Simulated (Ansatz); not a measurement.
YGe$_{2}$: from a starting cell to a relaxed one

The start is a relaxed YGe2 cell, doubled along one cell vector, shaken by Gaussian noise of σ = 0.08 Å a coordinate. The cell and all atomic positions are relaxed at zero pressure with r2SCAN (plane waves to 500 eV, PAW, scalar-relativistic; Ansatz, a quantum-chemistry and plane-wave program). First-step values are on the input's coarse k-mesh.

Ansatz input (later rounds restart from its end on a renewed k-mesh):
Ansatz 0.2 input:
```yaml
crystal:
  lattice:
    - [3.951959443, 0, 0]
    - [0, 7.903918886, 0]
    - [0, 0, 4.459991777]
  atoms:
    - { symbol: Ge, position: [-0.0265961334, 0.2627316813, -0.0080363043] }
    - { symbol: Ge, position: [0.005184952, 0.7432839459, -0.0223282591] }
    - { symbol: Ge, position: [0.5144912262, 0.0123784855, 0.0374476672] }
    - { symbol: Ge, position: [0.4965842186, 0.5025074284, -0.0101948608] }
    - { symbol: Y, position: [0.019631978, -0.031079137, 0.4955984299] }
    - { symbol: Y, position: [0.0261794337, 0.5104831397, 0.5021082907] }
basis: { ecutwfc: 500, ecutrho_ratio: 4, xc_grid: 4, fft_grid_basis: typed }
kpoints: { mp_grid: { grid: [6, 3, 5] } }
hamiltonian:
  xc: r2scan
  dispersion: none
  pseudopotentials: { kind: paw }
scf: { occupations: { method: fermi_dirac, width: 0.05 } }
relax: { f_tol: 0.01, max_steps: 100, cell: { stress_tol: 0.02 } }
output: { forces: true, stress: true }
```

Task: What is the largest force in the starting geometry, and on which atom (counted from 1)?

Result: About 1.8 eV/Å, on Y5 (atoms numbered as listed).

Task: By how much does the energy per atom fall from start to end?

Result: 0.11 to 0.12 eV/atom (the two k-meshes of the run give this range).

Task: Does it find its way back to the structure it was made from?

Result: It does not go back: it reaches Amm2 (No. 38), 0.02 eV/atom below the parent.

Task: How do the shortest distances between atoms change?

Result: The closest pairs of elements (up to four, under 3.6 Å), start → end: Ge–Ge 2.67 → 2.51 Å; Ge–Y 2.79 → 2.98 Å.

Task: What band gap does the relaxed structure have at this level?

Result: No gap (metallic).

Task: What does it relax into? Give the structure.

Result: 
Space group Amm2 (No. 38); a = 4.294 Å, b = 6.260 Å, c = 5.186 Å, α = β = γ = 90.00°

| atom | site | symmetry | x | y | z |
|---|---|---|---|---|---|
| Ge | 4e | m.. | 0.5000 | 0.2004 | 0.2831 |
| Y | 2a | mm2 | 0.0000 | 0.0000 | 0.9515 |
(The calculation used a cell of 3 atoms; values per cell refer to that cell.)

Final values are on a 11×12×12 k-mesh of the relaxed cell. No spin polarisation in the result. The relaxed primitive cell holds an odd number of electrons. A magnetic state may lie lower.

The relaxed structure here is a generated cell of YGe2: the first start was made by placing the elements on the sites of a structure type, and the end was not matched to a known phase here, so it may be hypothetical.
